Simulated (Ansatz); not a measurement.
Here is an unrelaxed guess for CdBr₃.

```
CELL_PARAMETERS angstrom
3.56940 2.06079 2.90488
-3.56940 2.06079 2.90488
0.00000 -4.12159 2.90488
ATOMIC_POSITIONS crystal
Cd 0.00000 0.00000 0.00000
Br 0.00000 0.50000 0.50000
Br 0.50000 0.50000 0.00000
Br 0.50000 0.00000 0.50000
```

Theory: DFT PBE, scalar-relativistic, plane waves, PAW (Ansatz 0.2.0). Cutoff 420 eV; k points 3×3×3 on the computed 4-atom cell (Γ-centred); Gaussian smearing, width 0.10 eV; no spin polarisation.

Energies over the elements count from the elements' standard structures at the same level, with no fitted energy shifts. The references include crystalline Br.

Task: Estimate its pressure, forces and energy as it stands.

Result: The pressure is -3.3 GPa (the mean over three directions, positive in compression), the largest force is 0.00 eV/Å (symmetry fixes the atoms), and the energy is +0.21 eV/atom against the elements. The shortest distance is 3.56 Å.

Task: Is it a good guess?

Result: A rough one: relaxing gains about 0.27 eV/atom (the start's value is from the coarse mesh, so the gain is rough) in 17 ionic steps and ends at −0.06 eV/atom on the finer mesh. The symmetry goes from R-3m (No. 166) to Im-3m (No. 229). The volume per atom shrinks by 7.6 %, from 32.1 to 29.6 Å³. The shortest distance goes from 3.56 Å (Cd–Br and Br–Br) to 3.09 Å (Cd–Br and Br–Br). Conventional cell: a = 6.188 Å. Around Cd lie 6 Br at 3.09 Å; Br has 2 Cd at 3.09 Å and 4 Br at 3.09 Å.

The last run used a 12×12×12 mesh for its 4-atom cell and Gaussian smearing of 0.10 eV. The end has R-3m (No. 166) at a tolerance of 0.01 Å; the cell shown is made exact in the group found at 0.05 Å. An odd number of electrons in the primitive cell allows no gap without spin; a larger cell or a magnetic state could open one. The cell is a metal run without spin; a magnetic state may lie lower. The reference form of Br is held partly by dispersion forces, which this level lacks. The relaxation can't lower the symmetry of the start, and the grade says only how near the guess is to its own end. A structure relaxed within its symmetry needn't be a true minimum. Another cell of CdBr3 relaxed alike, in P-6m2, lies 0.34 eV/atom lower, so this cell isn't the stable form at this level.
